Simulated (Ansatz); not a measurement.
One crystal and one scan (energy against volume) at two levels, r2SCAN (plane waves to 500 eV, PAW, scalar-relativistic; Ansatz, an electronic-structure program) and PBE (plane waves to 420 eV, PAW, scalar-relativistic; Ansatz), each from its own relaxed cell and on its own mesh. The cell shown is that of r2SCAN.

TiO2 (rutile)

```
CELL_PARAMETERS angstrom
      4.59734     0.00000     0.00000
      0.00000     4.59734     0.00000
      0.00000     0.00000     2.95429
ATOMIC_POSITIONS crystal
  Ti 0.00000 0.00000 0.00000
  Ti 0.50000 0.50000 0.50000
  O  0.30461 0.30461 0.00000
  O  0.80461 0.19539 0.50000
  O  0.19539 0.80461 0.50000
  O  0.69539 0.69539 0.00000
```

This relaxed cell (volume V₀) is scaled evenly in all directions, its shape held. The atoms relax within the cell's symmetry.

Energies are smeared free energies. The PAW data are Ansatz's earlier set. TiO2 is run without spin polarisation. TiO2 was relaxed with its symmetry unable to fall. With the shape held, the modulus is that of even scaling; a crystal free to change shape is softer. Percentages come from the unrounded values. Both scans cover V/V₀ from 0.840 to 1.160.

Results of r2SCAN:

Lattice constant a (Å): 4.597
Lattice constant c (Å): 2.954
Relaxed volume (Å³/atom): 10.41
Band gap of the relaxed cell, no spin-orbit coupling (eV): 2.22
Pressure at the smallest volume (GPa): 61.3
Energy cost of the largest compression (meV/atom): 272.9
Energy cost of the largest expansion (meV/atom): 150.1
Bulk modulus at fixed cell shape B₀ (third-order Birch-Murnaghan fit) (GPa): 237.7
Pressure derivative B₀′ (fit): 4.5
Pressure for 5 % compression (fit) (GPa): 13.7

### Question
Estimate the PBE values.

### Answer
```tsv
quantity	PBE	r2SCAN − PBE
Lattice constant a (Å)	4.644	-0.047 (-1.0 %)
Lattice constant c (Å)	2.964	-0.010 (-0.3 %)
Relaxed volume (Å³/atom)	10.65	-0.24 (-2.3 %)
Band gap of the relaxed cell, no spin-orbit coupling (eV)	1.86	+0.36 (+19 %)
Pressure at the smallest volume (GPa)	55.3	+6.0 (+11 %)
Energy cost of the largest compression (meV/atom)	251.1	+21.8 (+8.7 %)
Energy cost of the largest expansion (meV/atom)	135.6	+14.5 (+11 %)
Bulk modulus at fixed cell shape B₀ (third-order Birch-Murnaghan fit) (GPa)	211.6	+26.1 (+12 %)
Pressure derivative B₀′ (fit)	4.7	-0.2 (-3 %)
Pressure for 5 % compression (fit) (GPa)	12.2	+1.5 (+12 %)
```

r2SCAN gives the higher value for: band gap of the relaxed cell, no spin-orbit coupling; pressure at the smallest volume; energy cost of the largest compression; energy cost of the largest expansion; bulk modulus at fixed cell shape B₀; pressure for 5 % compression. r2SCAN gives the lower value for: lattice constant a; lattice constant c; relaxed volume. Neither level is exact: the differences show how much the result hangs on the functional.

(Under strain, the slope of the energy per volume gives the stress and its curvature an elastic modulus.)
